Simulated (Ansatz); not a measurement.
# Property card for TaRu

TaRu:
```cif
data_Ru4Ta4
_chemical_formula_sum 'Ru4 Ta4'
_space_group_name_H-M_alt 'Fm-3m'
_space_group_IT_number 225
_space_group_name_Hall '-F 4 2 3'
_cell_length_a 5.14695
_cell_length_b 5.14695
_cell_length_c 5.14695
_cell_angle_alpha 90.000
_cell_angle_beta 90.000
_cell_angle_gamma 90.000
loop_
_atom_site_label
_atom_site_type_symbol
_atom_site_symmetry_multiplicity
_atom_site_Wyckoff_symbol
_atom_site_fract_x
_atom_site_fract_y
_atom_site_fract_z
_atom_site_occupancy
Ru1 Ru 4 a 0.00000 0.00000 0.00000 1
Ta1 Ta 4 b 0.50000 0.50000 0.50000 1
```
(The calculation used a cell of 2 atoms; values per cell refer to that cell.)

Space group Fm-3m (No. 225), rock salt; conventional cell a = b = c = 5.147 Å, α = β = γ = 90.00°.

Method: PBEsol in the plane-wave PAW code Ansatz. The cell and atoms are relaxed at this level. Other levels are named where they apply.

Cell and energy:

```yaml
volume_per_atom: 17.04 Å³
density: 13.74 g/cm³
Formation energy from the elements (no fitted shifts): 0.39 eV/atom
```

Electronic structure:

```yaml
electronic_character: metallic (no gap)
Density of states at the Fermi level: 0.64 states/eV per atom (mean over ±0.08 eV)
Gap with spin–orbit coupling: none (metallic)
```

Mechanics:

```yaml
Bulk modulus (Birch–Murnaghan fit): 218 GPa
Pressure derivative B′: 4.3
Elastic constants (relaxed ions, GPa): C11 = 401, C12 = 128, C44 = -23.9
mechanical_stability: unstable (C has a negative eigenvalue)
```

Phonons:

```yaml
highest_zone_centre_frequency: 176 cm^-1
zone_centre_stability: no imaginary mode at Γ
```

The start of the workflow was typed in or built on a structure type; neither database checked (COD, Materials Project) lists it. COD files the formula under space group No. 123, 221. Whether it is the stable phase at ambient conditions was not checked. The cell was relaxed with PBEsol under the symmetry of its start. No spin polarisation was allowed. Its formation energy is positive at this level, so the cell may be metastable or incomplete. As this level gives no gap, shear constants depend on the k-mesh and smearing (Fermi–Dirac, 0.1 eV here). As this level gives no gap, phonon frequencies hold no LO–TO term and depend on the k-mesh and smearing (Fermi–Dirac, 0.1 eV here). The references are the lowest solids computed at this level, not always the standard phases. Scalar-relativistic: spin–orbit coupling is off unless named, which matters more the heavier the elements.

Potentials: the earlier of the program's two PAW sets. The files were generated under PBE; for other functionals the program regenerates the frozen cores, and for LDA and PBEsol the local potential too.
